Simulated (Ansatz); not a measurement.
## Ta$_{4}$O: a faulty run and its cure

Intended: Ta$_{4}$O, PBEsol, plane waves and PAW in Ansatz. The input:

```yaml
crystal:
  lattice:
    - [6.1557796352, 0.0, 0.0]
    - [0.0, 6.1557796352, 0.0]
    - [0.0, 0.0, 14.0016308343]
  atoms:
    - { symbol: Ta, position: [0.0, 0.0, 0.5] }
    - { symbol: Ta, position: [0.5, 0.5, 0.783158] }
    - { symbol: Ta, position: [0.5, 0.5, 0.216842] }
    - { symbol: Ta, position: [0.0, 0.0, 0.0] }
    - { symbol: O, position: [0.5, 0.5, 0.5] }
basis:
  ecutwfc: 420
kpoints:
  mp_grid: { grid: [4, 4, 2] }
hamiltonian:
  xc: pbesol
scf:
  occupations: { method: gaussian, width: 0.1 }
  max_iter: 74
output:
  forces: true
  stress: true
  eigenvalues: true
```

Command:

```bash
ansatz run input.yaml --threads 1 --pin off --max-ram 2560MiB --backend cpu --events-out ev --progress --plain --runs-dir out
```

Output, shortened (HF is the Harris–Foulkes energy, dr2 the density residual in eV):

```text
band count auto-derived: 42, from the close of a first SCF at 35 (N_el = 58.0; filled up to band 29; 35 by the electrons, moments and atoms)
Pseudopotential: Ta, paw, valence charge 13, recommended cutoff 420 eV (normal)
Pseudopotential: O, paw, valence charge 6, recommended cutoff 420 eV (normal)
Crystal: 5 atoms, lattice volume = 530.573 Å³
Basis set: ecut = 420 eV, 10379 PW (Γ), exchange–correlation on 90×90×192 points (8 copies of the dense FFT grid, shifted against one another)
Bands: 35, of which v1, the nominal top of the filled ones, is band 29 counted from 1 (28 counted from 0)
Symmetry: 16 space group operations
Space group: P4/mmm (ITA 123), of the structure as read, at distance tolerance 8.1e-5 Å
k-points: 12 of 32
PAW frozen core: Ta, regenerated for the run's functional, and the local potential with it (the file was generated under x = pbe(κ = 0.804, μ = 0.2195), c = pbe(β = 0.0667))
PAW frozen core: O, regenerated for the run's functional, and the local potential with it (the file was generated under x = pbe(κ = 0.804, μ = 0.2195), c = pbe(β = 0.0667))
Initial density: superposition of atomic densities, corrected by the library's trained network
SCF iter   1: HF=-39743.662183 eV  Δρ=5.28e-2  dr2=1.12e2
SCF iter   2: HF=-39759.859770 eV  Δρ=1.13e-1  dr2=3.89e2  recentre
SCF iter   3: HF=-39745.467469 eV  Δρ=6.79e-2  dr2=1.07e2
SCF iter   4: HF=-39743.014822 eV  Δρ=4.36e-2  dr2=5.11e1
   ...
SCF iter  67: HF=-39742.527804 eV  Δρ=3.99e-6  dr2=1.48e-7
SCF iter  68: HF=-39742.527804 eV  Δρ=2.84e-6  dr2=1.00e-7
SCF iter  69: F=-39742.527804 eV  HF=-39742.527804 eV  Δρ=1.65e-6  dr2=2.42e-8
SCF 1, on 35 bands, converged in 69 iterations: F = -39742.527804 eV; the run's SCF on all bands comes behind
The result of the SCF on 35 bands, without a stress, told ahead of the SCF on all bands, whose result is the run's:
SCF converged after 69 iterations
Free energy (F): -39742.527804 eV
E sigma→0 (E₀):  -39742.310297 eV
Entropy (-TS):   -0.435016 eV (-87.003 meV/atom)
Fermi energy:    -0.742886 eV
--- Forces (eV/Å), atoms counted from 1 ---
  atom   1  Ta     0.00000000     0.00000000     0.00000000
  atom   2  Ta    -0.00000000     0.00000000    -0.18686249
  atom   3  Ta     0.00000000     0.00000000     0.18686249
  atom   4  Ta     0.00000000     0.00000000     0.00000000
  atom   5  O      0.00000000    -0.00000000    -0.00000000
```

Task: Name the fault and the cure.

Result: The fault is lattice vectors in bohr read as angstrom. Every length is 1.89 times too long, so the atoms are nearly free. The cure is the vectors in angstrom.

The change to the input (which also takes the mesh and iteration limit of the reference run):

```diff
 crystal:
   lattice:
-    - [6.1557796352, 0.0, 0.0]
-    - [0.0, 6.1557796352, 0.0]
-    - [0.0, 0.0, 14.0016308343]
+    - [3.257497, 0.0, 0.0]
+    - [0.0, 3.257497, 0.0]
+    - [0.0, 0.0, 7.409341]
 kpoints:
-  mp_grid: { grid: [4, 4, 2] }
+  mp_grid: { grid: [12, 12, 6] }
 scf:
-  max_iter: 74
```

With the mended input the run converges and gives no gap, a pressure of -8.16 GPa.

The mended run took 23 s on 1 thread of Arm Neoverse V1 (shared host), peak memory 0.46 GiB.